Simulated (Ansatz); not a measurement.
Given:

SiC:
```cif
data_C4Si4
_chemical_formula_sum 'Si4 C4'
_space_group_name_H-M_alt 'P 1'
_space_group_IT_number 1
_cell_length_a 3.07761
_cell_length_b 3.07761
_cell_length_c 10.07629
_cell_angle_alpha 90.000
_cell_angle_beta 90.000
_cell_angle_gamma 120.000
loop_
_space_group_symop_operation_xyz
  'x, y, z'
loop_
_atom_site_label
_atom_site_type_symbol
_atom_site_fract_x
_atom_site_fract_y
_atom_site_fract_z
_atom_site_occupancy
Si1 Si 0.00000 0.00000 0.00030 1
Si2 Si 0.00000 0.00000 0.50030 1
Si3 Si 0.66667 0.33333 0.75025 1
Si4 Si 0.33333 0.66667 0.25025 1
C1 C 0.00000 0.00000 0.81287 1
C2 C 0.00000 0.00000 0.31287 1
C3 C 0.66667 0.33333 0.56221 1
C4 C 0.33333 0.66667 0.06221 1
```

This is the r²SCAN-relaxed structure.

Question: All from the program Ansatz at the r²SCAN level (PAW), unless another level is named. Predict the smallest direct gap on the standard path.

Answer: 3.78 eV.

Question: Predict the HSE06 gap on the r²SCAN cell.

Answer: 3.14 eV.

Question: And the conduction-band minimum?

Answer: at M (3 equivalent valleys).

Question: Give the valence-band maximum.

Answer: at Γ.

Space group P6_3mc (4H polytype). The cell was relaxed with r²SCAN under the symmetry of its start; phonons on a q-mesh show no instability.

Potentials: the later of the program's two PAW sets.
